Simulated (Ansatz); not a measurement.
## A vibration from a frozen displacement in ZrH

The calculation used Ansatz 0.2.0, DFT r2SCAN, scalar-relativistic, plane waves, PAW. The runs took a 500 eV cutoff, a Γ-centred 14×14×10 mesh and Gaussian smearing (0.15 eV). No spin polarisation. Energies are free energies at this smearing, counted from the undisturbed cell; pressure is positive in compression.

Zero of the scan (as given, not relaxed at this level; it stands at 1.0 GPa, and it needn't be the usual structure):

```xyz
4
Lattice="3.2428 0.0000 0.0000 0.0000 3.2428 0.0000 0.0000 0.0000 4.9480" Properties=species:S:1:pos:R:3 pbc="T T T"
Zr    0.0000    1.6214    0.0000
Zr    1.6214    0.0000    2.4740
H     0.0000    0.0000    3.7110
H     0.0000    0.0000    1.2370
```

Every Zr atom is moved by x along the Cartesian unit vector (0.707, -0.707, 0.000); the cell and all other atoms stay fixed. The cell's volume is 52.03 Å³; the moved atoms weigh 182.448 u together and the others 2.016 u.

```
  x (Å)  ΔE (meV/cell) total force on the moved atoms along the move (eV/Å) pressure (GPa)
-0.2000         206.41                                                2.0259          1.9633
-0.1000          52.32                                                1.0417          1.2294
 0.0000           0.00                                                0.0000          0.9806
 0.0500          13.13                                               -0.5244          1.0430
 0.1500         117.05                                               -1.5445          1.5375
```

**Question.** What frequency belongs to this motion?

**Answer.** The force constant is k = −dF/dx = 10.464 eV/Å², from the parabola through x = -0.1000, 0 and 0.0500. In every cell the moved atoms swing against the rest, so the mass is μ = m₁m₂/(m₁ + m₂) = 1.994 u, and ν̃ = 521.5 cm⁻¹ × √(|k|/μ) = 1195 cm⁻¹. The pattern needn't be a normal mode: ν̃² is then a weighted mean of the squared nonzero frequencies at the zone centre of this cell, so it lies between the lowest and the highest of them.

**Question.** How far does the harmonic law reach?

**Answer.** At x = -0.200 Å, kx²/2 = 209.28 meV against the computed 206.41 meV (-1.4 %): the well is still close to harmonic there.

In a metal these slopes depend on the k mesh and the smearing.